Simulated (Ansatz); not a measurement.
Input:

TaN3:
```
TaN3
1.0
    4.05080     0.00000     0.00000
    0.00000     4.05080     0.00000
    0.00000     0.00000     4.05080
Ta N
1 3
Direct
  0.00000   0.00000   0.00000
  0.00000   0.50000   0.00000
  0.50000   0.00000   0.00000
  0.00000   0.00000   0.50000
```

This is the r²SCAN-relaxed structure.

Q: All from the program Ansatz at the r²SCAN level (PAW), unless another level is named. Estimate the electronic character.

A: metallic (no gap).

Q: Give the formation energy from the elements (no fitted shifts).

A: 1.09 eV/atom.

Q: And the gap with spin–orbit coupling?

A: none (metallic).

Space group Pm-3m (ReO3 type). The start of the workflow was typed in or built on a structure type; neither database checked (COD, Materials Project) lists it. Whether it is the stable phase at ambient conditions was not checked. The r²SCAN relaxation kept the symmetry of its start. At this level the phase is mechanically unstable. The run is not spin-polarised. Its formation energy is positive at this level, so the cell may be metastable or incomplete. The references are the lowest solids computed at this level, not always the standard phases (solids in place of the gases). Spin–orbit coupling is left out wherever it is not named.

Potentials: the earlier of the program's two PAW sets. The files were generated under PBE; for other functionals the program regenerates the frozen cores, and for LDA and PBEsol the local potential too.
